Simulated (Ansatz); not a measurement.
Here is the system:

GaBi:
```xyz
2
Lattice="0.0000 2.9430 2.9430 2.9430 0.0000 2.9430 2.9430 2.9430 0.0000" Properties=species:S:1:pos:R:3 pbc="T T T"
Ga     2.9430     2.9430     2.9430
Bi     0.0000     0.0000     0.0000
```

This is the PBEsol-relaxed structure.

Problem. All from DFT-PBEsol in the program Ansatz with PAW potentials, unless another level is named. Estimate the formation energy from the elements (no fitted shifts).

Solution. 0.10 eV/atom.

Problem. Give the density of states at the Fermi level.

Solution. 0.55 states/eV per atom (mean over ±0.08 eV).

Space group Fm-3m (rock salt). A made-up cell: these elements were put on the sites of a structure type; neither database checked (COD, Materials Project) lists it. Whether it is the stable phase at ambient conditions was not checked. The cell was relaxed with PBEsol under the symmetry of its start; of distortions, only those at the zone centre were tested. The references are the lowest solids computed at this level, not always the standard phases. Spin–orbit coupling is left out wherever it is not named.

Potentials: the later of the program's two PAW sets.
